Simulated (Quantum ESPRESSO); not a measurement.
K$_{2}$Pt (space group Fm-3m, No. 225) has an indirect gap of 1.40 eV with PBEsol (pw.x of Quantum ESPRESSO, ONCV potentials, scalar-relativistic). After an isotropic strain (on all lattice vectors, atoms relaxed) the gap is indirect, 1.35 eV.

### Question
Which strain was applied?
(A) -3 %
(B) +1 %
(C) -0.7 %
(D) +2 %
(E) -1.5 %

### Answer
B, +1 %. Gaps found: -3 %: 1.58 eV (near tie); -1.5 %: 1.49 eV (indirect); -0.7 %: 1.44 eV (indirect); 0 %: 1.40 eV (indirect); 1 %: 1.35 eV (indirect); 2 %: 1.30 eV (indirect).

Spin-orbit coupling is not included.

The structure is a Materials Project entry; no match was found in the copy of COD used, and its stability was not checked.
